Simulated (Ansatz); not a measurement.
Consider the following.

SiGe:
```cif
data_Ge2Si2
_chemical_formula_sum 'Si2 Ge2'
_space_group_name_H-M_alt 'P63mc'
_space_group_IT_number 186
_space_group_name_Hall 'P 6c -2c'
_cell_length_a 3.90087
_cell_length_b 3.90087
_cell_length_c 6.44245
_cell_angle_alpha 90.000
_cell_angle_beta 90.000
_cell_angle_gamma 120.000
loop_
_atom_site_label
_atom_site_type_symbol
_atom_site_symmetry_multiplicity
_atom_site_Wyckoff_symbol
_atom_site_fract_x
_atom_site_fract_y
_atom_site_fract_z
_atom_site_occupancy
Si1 Si 2 b 0.33333 0.66667 0.37456 1
Ge1 Ge 2 b 0.33333 0.66667 0.00044 1
```

This is the PBEsol-relaxed structure.

Task: All from PBEsol in the plane-wave PAW code Ansatz, unless another level is named. Give the Born charges (a third of the trace).

Result: Si +0.15, Ge -0.15 e.

Task: What about the electronic dielectric constant ε∞ (DFPT)?

Result: 14.1 (xx = yy), 15.3 (zz).

Space group P6_3mc (wurtzite). The workflow started from a Materials Project entry (that database holds measured and hypothetical structures alike); the Crystallography Open Database copy checked does not list it. Its standing as an ambient phase is unchecked. The PBEsol relaxation kept the symmetry of its start; of distortions, only those at the zone centre were tested. Scalar-relativistic: spin–orbit coupling is off unless named, which matters more the heavier the elements.

Potentials: the later of the program's two PAW sets.
